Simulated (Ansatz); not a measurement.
MoPd:
```yaml
crystal:
  lattice:
    - [3.11978, 0.00000, 0.00000]
    - [0.00000, 3.11978, 0.00000]
    - [0.00000, 0.00000, 3.11978]
  atoms:
    - { symbol: Pd, position: [0.00000, 0.00000, 0.00000] }
    - { symbol: Mo, position: [0.50000, 0.50000, 0.50000] }
```

Relaxed with PBEsol. Special points in fractions of this cell's reciprocal vectors: Γ (0.000, 0.000, 0.000); X (0.000, 0.500, 0.000); M (0.500, 0.500, 0.000); R (0.500, 0.500, 0.500).

**Question.** List the band energies nearest the Fermi level at these points for PBEsol with spin–orbit coupling in the plane-wave PAW code Ansatz.

**Answer.** In eV from the Fermi level; about four levels below and three above (degenerate sets whole), none deeper than 8.9 eV; points with the same levels are listed once.

```csv
k,below,above
Γ,-0.13 -0.13 -0.13 -0.13,2.24 2.24 2.24 2.24
X,-0.54 -0.54 -0.23 -0.23,1.18 1.18 3.52 3.52
M,-1.81 -1.81 -1.12 -1.12,0.38 0.38 0.95 0.95
R,-1.74 -1.74 -1.74 -1.74,2.62 2.62 2.62 2.62
```

Space group Pm-3m (CsCl type). The start of the workflow was typed in or built on a structure type; neither database checked (COD, Materials Project) lists it. Whether it is the stable phase at ambient conditions was not checked. Symmetry was held in the PBEsol relaxation. At this level the phase is mechanically unstable. No spin polarisation was allowed. Its formation energy is positive at this level, so the cell may be metastable or incomplete.

Potentials: the earlier of the program's two PAW sets. The files were generated under PBE; for other functionals the program regenerates the frozen cores, and for LDA and PBEsol the local potential too.
